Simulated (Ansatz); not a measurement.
Geometry optimisation in Ansatz: input, command and trajectory.

```yaml
crystal:
  lattice:
    - [2.6111890959, -2.6112627392, -0.0196650705]
    - [2.6111890959, 2.6112627392, -0.0196650705]
    - [-2.5781189407, 0.0, 4.4324650052]
  atoms:
    - { symbol: Ti, position: [0.1249781228, 0.8750218772, 0.25] }
    - { symbol: Ti, position: [0.8750218772, 0.1249781228, 0.75] }
    - { symbol: O, position: [0.3418744619, 0.0918689331, 0.6837323562] }
    - { symbol: O, position: [0.6581255381, 0.9081310669, 0.3162676438] }
    - { symbol: O, position: [0.9081310669, 0.6581255381, 0.8162676438] }
    - { symbol: O, position: [0.0918689331, 0.3418744619, 0.1837323562] }
basis:
  ecutwfc: 500
kpoints:
  mp_grid: { grid: [8, 8, 6] }
hamiltonian:
  xc: r2scan
scf:
  occupations: { method: gaussian, width: 0.02 }
output:
  forces: true
  stress: true
  eigenvalues: true
relax:
  adjacent_minimum: "off"
  f_tol: 0.01
  max_steps: 30
  cell: { stress_tol: 0.1, fix: [volume] }
```

```bash
ansatz run input.yaml --threads 1 --pin off --max-ram 2560MiB --backend cpu --events-out ev --progress --plain --runs-dir out
```

All numbers below come from DFT r2SCAN, scalar-relativistic, plane waves, PAW in Ansatz 0.2.0.

The volume is held at 0.88 times that of the relaxed cell.

Of 6 frames 5 are shown, positions in Å and forces in eV/Å; the SCF threshold varies from step to step. Steps run on the plane waves of an earlier cell, with a Pulay correction in the pressure. The basis is chosen afresh for the last frame, the zero of the energies, and at times for earlier ones too; energy and pressure step there, also at an unchanged geometry.

```xyz
6
Lattice="2.6112 -2.6113 -0.0197 2.6112 2.6113 -0.0197 -2.5781 0.0000 4.4325" Properties=species:S:1:pos:R:3:forces:R:3 pbc="T T T" step=1 free_energy_over_end_meV_per_atom=3.26 pressure_GPa=30.96
Ti    1.9667    1.9586    1.0885    0.0000   -0.0003    0.0000
Ti    0.6776   -1.9586    3.3047    0.0000    0.0003    0.0000
O    -0.6302   -0.6528    3.0221    0.0019    0.0001    0.2664
O     3.2744    0.6528    1.3710   -0.0019   -0.0001   -0.2664
O     1.9854   -0.6528    3.5873   -0.0019    0.0001   -0.2664
O     0.6589    0.6528    0.8059    0.0019   -0.0001    0.2664
6
Lattice="2.6169 -2.6170 -0.0197 2.6169 2.6170 -0.0197 -2.5840 0.0000 4.4134" Properties=species:S:1:pos:R:3:forces:R:3 pbc="T T T" step=2 free_energy_over_end_meV_per_atom=1.49 pressure_GPa=29.90
Ti    1.9709    1.9628    1.0836    0.0000   -0.0002    0.0000
Ti    0.6789   -1.9628    3.2903    0.0000    0.0002    0.0000
O    -0.6316   -0.6542    3.0210    0.0012   -0.0001    0.1513
O     3.2814    0.6542    1.3529   -0.0012    0.0001   -0.1513
O     1.9894   -0.6542    3.5595   -0.0012   -0.0001   -0.1513
O     0.6604    0.6542    0.8144    0.0012    0.0001    0.1513
6
Lattice="2.6391 -2.6392 -0.0199 2.6391 2.6392 -0.0199 -2.6067 0.0000 4.3398" Properties=species:S:1:pos:R:3:forces:R:3 pbc="T T T" step=3 free_energy_over_end_meV_per_atom=0.41 pressure_GPa=27.40
Ti    1.9874    1.9795    1.0651    0.0000   -0.0001    0.0000
Ti    0.6841   -1.9795    3.2350    0.0000    0.0001    0.0000
O    -0.6373   -0.6598    2.9979    0.0000    0.0005    0.0907
O     3.3088    0.6598    1.3022    0.0000   -0.0005   -0.0907
O     2.0054   -0.6598    3.4721    0.0000    0.0005   -0.0907
O     0.6661    0.6598    0.8280    0.0000   -0.0005    0.0907
6
Lattice="2.6303 -2.6304 -0.0198 2.6303 2.6304 -0.0198 -2.5977 0.0000 4.3686" Properties=species:S:1:pos:R:3:forces:R:3 pbc="T T T" step=4 free_energy_over_end_meV_per_atom=0.19 pressure_GPa=27.40
Ti    1.9809    1.9729    1.0724    0.0000   -0.0004    0.0000
Ti    0.6820   -1.9729    3.2567    0.0000    0.0004    0.0000
O    -0.6350   -0.6576    3.0182   -0.0006   -0.0001   -0.1016
O     3.2979    0.6576    1.3108    0.0006    0.0001    0.1016
O     1.9991   -0.6576    3.4951    0.0006   -0.0001    0.1016
O     0.6639    0.6576    0.8339   -0.0006    0.0001   -0.1016
6
Lattice="2.6317 -2.6318 -0.0198 2.6317 2.6318 -0.0198 -2.5992 0.0000 4.3641" Properties=species:S:1:pos:R:3:forces:R:3 pbc="T T T" step=6 free_energy_over_end_meV_per_atom=0.00 pressure_GPa=27.72
Ti    1.9819    1.9739    1.0712    0.0000    0.0000    0.0000
Ti    0.6823   -1.9739    3.2532    0.0000    0.0000    0.0000
O    -0.6354   -0.6579    3.0112    0.0003   -0.0003    0.0005
O     3.2996    0.6579    1.3132   -0.0003    0.0003   -0.0005
O     2.0000   -0.6579    3.4952   -0.0003   -0.0003   -0.0005
O     0.6642    0.6579    0.8292    0.0003    0.0003    0.0005
```

It took 65 s on 1 thread of Intel(R) Xeon(R) 6975P-C (Granite Rapids) (shared host), peak memory 0.7 GiB.